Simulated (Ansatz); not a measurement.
Si3Mo5:
```
CELL_PARAMETERS angstrom
     -4.80266     4.80266     2.43499
      4.80266    -4.80266     2.43499
      4.80266     4.80266    -2.43499
ATOMIC_POSITIONS crystal
  Si 0.75000 0.75000 0.00000
  Si 0.25000 0.25000 0.00000
  Mo 0.25000 0.75000 0.50000
  Mo 0.75000 0.25000 0.50000
  Si 0.16751 0.66751 0.83503
  Si 0.66751 0.83249 0.50000
  Si 0.83249 0.33249 0.16497
  Si 0.33249 0.16751 0.50000
  Mo 0.72436 0.57661 0.30097
  Mo 0.57661 0.27564 0.85225
  Mo 0.27564 0.42339 0.69903
  Mo 0.42339 0.72436 0.14775
  Mo 0.77564 0.07661 0.85225
  Mo 0.92339 0.77564 0.69903
  Mo 0.22436 0.92339 0.14775
  Mo 0.07661 0.22436 0.30097
```

Relaxed with PBEsol. Special points in fractions of this cell's reciprocal vectors: Γ (0.000, 0.000, 0.000); X (0.000, 0.000, 0.500); M (-0.500, 0.500, 0.500); Z (0.314, 0.314, -0.314); Z0 (-0.314, 0.686, 0.314); P (0.250, 0.250, 0.250); N (0.000, 0.500, 0.000).

Q: List the band energies nearest the Fermi level at these points for the program Ansatz at the PBEsol level (PAW).

A: In eV from the Fermi level; about four levels below and three above (degenerate sets whole), none deeper than 8.9 eV; points with the same levels are listed once.

```csv
k,below,above
Γ,-1.16 -1.16 -0.50 -0.19 -0.19,0.25 0.33 0.54 0.54
X,-0.58 -0.51 -0.45 -0.29,0.25 0.27 0.29
M,-0.92 -0.83 -0.83 -0.20,0.22 0.22 0.34
Z,-1.25 -0.64 -0.64 -0.51,0.04 0.12 0.12
P,-0.63 -0.63 -0.36 -0.36,0.23 0.23 0.31 0.31
N,-0.95 -0.95 -0.49 -0.49,0.08 0.08 0.30 0.30
```

Space group I4/mcm. The workflow started from an entry of the Crystallography Open Database (COD). Its standing as an ambient phase is unchecked. Symmetry was held in the PBEsol relaxation; whether a distortion lowers the energy is not shown. The run is not spin-polarised. Scalar-relativistic: spin–orbit coupling is off unless named, which matters more the heavier the elements.

Potentials: the later of the program's two PAW sets.
